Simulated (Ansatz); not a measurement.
Fe2O3 (corundum)

```xyz
10
Lattice="2.3868 1.3780 4.4372 -2.3868 1.3780 4.4372 0.0000 -2.7561 4.4372" Properties=species:S:1:pos:R:3 pbc="T T T"
Fe     0.0000     0.0000     4.5993
Fe     0.0000     0.0000     2.0565
Fe     0.0000     0.0000     8.7123
Fe     0.0000     0.0000    11.2552
O     -0.8921     1.3780     7.7651
O     -0.7474    -1.4616     7.7651
O      1.6395     0.0836     7.7651
O      0.8921    -1.3780     5.5465
O      0.7474     1.4616     5.5465
O     -1.6395    -0.0836     5.5465
```

The slice is a (1 -1 0 2) plane (indices of the conventional cell) through the point (0.063, 0.750, 0.437) (fractional), spanned by u = [1 0 -1] and v = [010] in vectors of this cell: u (4.77 Å) and v (5.22 Å, at 90° to u). It covers one period; positions are fractions (u, v).

These are PBE (plane waves to 420 eV, PAW, scalar-relativistic; Ansatz, a quantum-chemistry and plane-wave program) values and carry that method's errors. k mesh 12×12×12. Near the nuclei the fields are pseudised (PAW); where an atom keeps semicore shells as valence, they peak there. At this level the bands of Fe2O3 touch or barely overlap; measurements give the solid a gap. Fe2O3 is run spin-polarised and with no Hubbard U; the real compound is an antiferromagnetic insulator, a state that this run doesn't describe. Fe2O3 was relaxed with its symmetry unable to fall. Relaxed Fe2O3 ends ferromagnetic. The PAW data are Ansatz's earlier set. The relaxed volume of Fe2O3 is well below the measured one. The magnetic order is the one the run started from; other orders were not tried.

Sketch the spin density, up minus down on this plane as a map.


```
|::....                      ......      ..::|
|                          ..--==--..        |
|                          ..--**++::..      |
|    ....::::::..        ......----::..      |
|  ..--==****==::        ::::..--++==::..    |
|  ::==%%@@%%++--..      ::==##@@@@++::..    |
|  ::--++--..::::..      ::--++**++--..      |
|  ....----......        ....::::::..        |
|    ..==**==::..                            |
|    ..--==--..                              |
|      ......                        ..::::..|
|                                  ..::==--::|
|      ......                        ..::::..|
|    ..--==--..                              |
|    ..==**==::..                            |
|  ....----......        ....::::::..        |
|  ::--++--..::::..      ::--++**++--..      |
|  ::==%%@@%%++--..      ::==##@@@@++::..    |
|  ..--==****==::        ::::..--++==::..    |
|    ....::::::..        ......----::..      |
|                          ..--**++::..      |
|                          ..--==--..        |
|::....                      ......      ..::|
|==--..                                  ..--|
```
Scale: ten equal steps from -0.004 (start of ' ') to 0.160 (end of '@'), in the order ' .:-=+*#%@'. Values: spin density, up minus down in e/Å³. The map has 22 points along u (two characters each, u = 0 at the left) and 24 along v (v = 0 in the bottom row).
